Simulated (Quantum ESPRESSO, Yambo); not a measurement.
Levels of theory for the gap of Na₃BrO

Na$_{3}$BrO (anti-perovskite, space group Pm-3m, No. 221): one geometry, one set of norm-conserving PBEsol (Quantum ESPRESSO, 88 Ry, with spin-orbit coupling) orbitals, self-energies from Yambo (2×2×2 Γ-centred k mesh, bands 7 to 276 and a 7 Ry block in the screening, 276 bands in G with the Bruneval-Gonze terminator, plasmon pole fitted at 27.2 eV).

The geometry is that of Materials Project entry mp-985586, symmetrised and not relaxed again.

```tsv
level	gap Γ → Γ (eV)	rough Yambo cost
PBEsol (Quantum ESPRESSO)	1.94	–
exchange only (Hartree-Fock self-energy on PBEsol orbitals)	11.28	about 1/10 (11 states)
static COHSEX@PBEsol	4.75	within a factor of two (2 states)
G0W0@PBEsol, plasmon pole	3.50	1 (11 states)
G0W0@PBEsol, multipole fit to 8 frequencies, no terminator	3.30	within a factor of two (2 states)
G0W0@PBEsol, plasmon pole, no terminator	3.38	about 1/10 (2 states, screening reused)
```

Bare exchange has no screening and gives the widest gap; static COHSEX screens it but leaves out the frequency dependence, which G0W0 restores.

Costs are rough ratios of core time on shared machines.

Nearest settings tried, and what they do to the gap: 180 bands in W, 180 bands in G: +10 meV; 6 Ry block (179 vectors against 251): -41 meV. Not varied: mesh. So the settings aren't converged at that level. The k mesh is coarse.

The cell is held in this high symmetry; tilts and polar distortions were not searched.

The structure is a Materials Project entry; no match was found in the copy of COD used, and its stability was not checked.
